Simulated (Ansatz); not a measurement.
Pressure gauges and gaskets: equation-of-state parameters at work

Bulk modulus and its pressure derivative give the pressure that a small compression needs; a soft, simple solid makes a sensitive pressure gauge, a stiff one a good anvil or seat.

The yardstick is fcc Au. Hydrostatic compression by 5 % of the volume (V₀/V = 1.0526), no change of phase.

Data:

Methods, by column (Ansatz, a plane-wave PAW program): B₀, B₀′: r²SCAN, Birch–Murnaghan fit of energy against volume; volume per atom: r²SCAN, relaxed cell.

Working rules: linear estimate = B₀ × compression; P = (B₀/B₀′)[(V₀/V)^B₀′ − 1]; modulus under load = B₀ + B₀′P; relative pressure = P/P_ref.

| crystal | B₀ (GPa) | B₀′ | V (Å³/atom) | linear estimate (GPa) | Murnaghan pressure (GPa) | modulus there (GPa) | pressure (relative) |
|---|---|---|---|---|---|---|---|
| Rb2PdC2 (P-3m1, hP5) | 26.2 | 4.8 | 26.46 | 1.3 | 1.523 | 33.5 | 0.166 |
| CaZn2Sb2 (P-3m1, hP5) | 50.1 | 4.3 | 25.48 | 2.5 | 2.873 | 62.5 | 0.31 |
| CaCd2As2 (P-3m1, hP5) | 55.2 | 4.3 | 24.22 | 2.8 | 3.166 | 68.8 | 0.35 |
| fcc Au, reference | 153 | 5.9 | 17.53 | 7.7 | 9.159 | 207 | 1.00 |

Runs started from generated or typed cells of the structure named: fcc Au. Not checked to be the ambient phase: Rb2PdC2 (P-3m1, hP5); CaZn2Sb2 (P-3m1, hP5); CaCd2As2 (P-3m1, hP5). Spin–orbit coupling is left out unless named.

Worked example:

The steps for CaZn2Sb2 (P-3m1, hP5):

- linear estimate: 50.1 × 5/100 = 2.5 GPa
- P = (50.1/4.3) × (1.0526^4.3 − 1) = 2.873 GPa
- modulus there: 50.1 + 4.3 × 2.873 = 62.5 GPa
- relative pressure: 2.873/9.159 = 0.31

Arithmetic for fcc Au:

1. linear estimate: 153 × 5/100 = 7.7 GPa
2. P = (153/5.9) × (1.0526^5.9 − 1) = 9.159 GPa
3. modulus there: 153 + 5.9 × 9.159 = 207 GPa

Result:

In order of relative pressure, highest first: fcc Au (1.00 ± 0.051), CaCd2As2 (P-3m1, hP5) (0.35 ± 0.018), CaZn2Sb2 (P-3m1, hP5) (0.31 ± 0.016), Rb2PdC2 (P-3m1, hP5) (0.166 ± 0.0085). The ± follows from allowances picked for this note (B₀ 5 %, B₀′ 0.4), carried to first order and added in quadrature, each row's own inputs moving alone; ≈ joins neighbours closer than their two ± added in quadrature.

Caveats:

B₀′ is the least certain number of such a fit, often by half a unit. Where several phases of a formula are at hand, those over 0.1 eV/atom above the lowest were not drawn (by r²SCAN where it compared them, else by the largest value; a layered or molecular lowest phase counts only with a dispersion term); other phases could lie lower still. Each row is the phase named, which need not be the stable one under ambient conditions. The rows are a sample and no shortlist: familiar crystals first, some related and some not, whatever their agreement with measurement; tables with many equal figures were not kept. Limits of the draw: no layered crystals, B₀′ of 2 to 8; no unfamiliar magnets, and cubic perovskites only if shown or known to be stable. As a rule kept out of such tables: 4f compounds, open-shell compounds run without a Hubbard term, cells found unstable in the tests at hand, cells close to a higher symmetry, and runs set to a pressure or over 12 % in volume from the crystal's fullest run.
